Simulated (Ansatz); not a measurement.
LaN:
```
LaN
1.0
   10.60544     0.00000     0.00000
    0.00000     3.75549     0.00000
    0.00000     0.00000     3.75394
La N
4 4
Direct
  0.12458   0.25000   0.25851
  0.37542   0.75000   0.75851
  0.87542   0.75000   0.74149
  0.62458   0.25000   0.24149
  0.87684   0.25000   0.26965
  0.62316   0.75000   0.76965
  0.12316   0.75000   0.73035
  0.37684   0.25000   0.23035
```

DFT-r²SCAN in the program Ansatz with PAW potentials gives a gap of 0.27 eV without spin–orbit coupling, maximum at Γ, minimum at T.

### Question
What happens when spin–orbit coupling is switched on?

### Answer
The gap decreases by 0.06 eV, to 0.21 eV; maximum at Γ, minimum at T.

### Question
Give the hole effective mass with spin–orbit coupling.

### Answer
0.33, 1.1, 1.1 mₑ (principal values).

Space group Pnma. The start of the workflow was typed in or built on a structure type; neither database checked (COD, Materials Project) lists it. COD files the formula under space group No. 225, so this cell is another polymorph or a model. Its standing as an ambient phase is unchecked. Symmetry was held in the r²SCAN relaxation; its stability against distortions is not shown here.

Potentials: the later of the program's two PAW sets.
